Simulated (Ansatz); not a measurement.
## Na (P6_3/mmc), axial (c/a) deformation path

These are results of Ansatz 0.2.0, DFT LDA, scalar-relativistic, plane waves, PAW, not measurements. Settings: plane waves to 420 eV, k-mesh 18×18×10 (Γ-centred), Gaussian smearing 0.15 eV. No spin polarisation. Energies are free energies at this smearing, counted from the undisturbed cell; pressure is positive in compression.

The undisturbed cell (as given, not relaxed at this level; it stands at -0.9 GPa; this form isn't the usual structure):

```
Na
1.0
     3.76700    0.00000    0.00000
    -1.88350    3.26232    0.00000
     0.00000    0.00000    6.15400
Na
2
Direct
  0.33333 0.66667 0.25000
  0.66667 0.33333 0.75000
```

At fixed volume and fractional coordinates, lengths along (0.000, 0.000, 1.000) are scaled against those across it; ρ is that ratio over its starting value. The cell is metallic on the mesh throughout.

```tsv
ρ	ΔE (meV/atom)
0.800	29.4
0.850	17.4
0.920	5.1
0.960	1.3
1.000	0.0
1.050	1.9
1.100	7.7
1.200	30.5
```

**Question.** Predict the pressure (GPa) at each point.

**Answer.**
| ρ | pressure (GPa) |
| --- | --- |
| 0.800 | -0.7 |
| 0.850 | -0.8 |
| 0.920 | -0.9 |
| 0.960 | -0.9 |
| 1.000 | -0.9 |
| 1.050 | -0.9 |
| 1.100 | -0.9 |
| 1.200 | -0.7 |